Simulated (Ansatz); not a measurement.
BaHfO$_{3}$:
```
CELL_PARAMETERS angstrom
      4.17718     0.00000     0.00000
      0.00000     4.17718     0.00000
      0.00000     0.00000     4.17718
ATOMIC_POSITIONS crystal
  Ba 0.00000 0.00000 0.00000
  Hf 0.50000 0.50000 0.50000
  O  0.00000 0.50000 0.50000
  O  0.50000 0.50000 0.00000
  O  0.50000 0.00000 0.50000
```

Tensor components refer to the Cartesian frame of this cell.

Question: Give the high-frequency dielectric tensor and the Born effective charge tensors of the independent atoms from DFPT, r²SCAN (plane waves, PAW; program Ansatz).

Answer: 
ε∞:
```
4.34  0.00  0.00
0.00  4.34  0.00
0.00  0.00  4.34
```
Z* of atom 1 (Ba), rows: field, columns: displacement, in e:
```
2.73  0.00  0.00
0.00  2.73  0.00
0.00  0.00  2.73
```
Z* of atom 2 (Hf), rows: field, columns: displacement, in e:
```
5.76  0.00  0.00
0.00  5.76  0.00
0.00  0.00  5.76
```
Z* of atom 3 (O), rows: field, columns: displacement, in e:
```
-4.50   0.00   0.00
 0.00  -2.00   0.00
 0.00   0.00  -2.00
```

Static charges for comparison (Bader): Ba1 +1.58, Hf2 +2.68, O3 -1.42 e. Born charges measure polarisation by displacement and can exceed these by far.

Space group Pm-3m (cubic perovskite). The r²SCAN relaxation kept the symmetry of its start. The run is not spin-polarised. Spin–orbit coupling is left out wherever it is not named.

Potentials: the later of the program's two PAW sets.
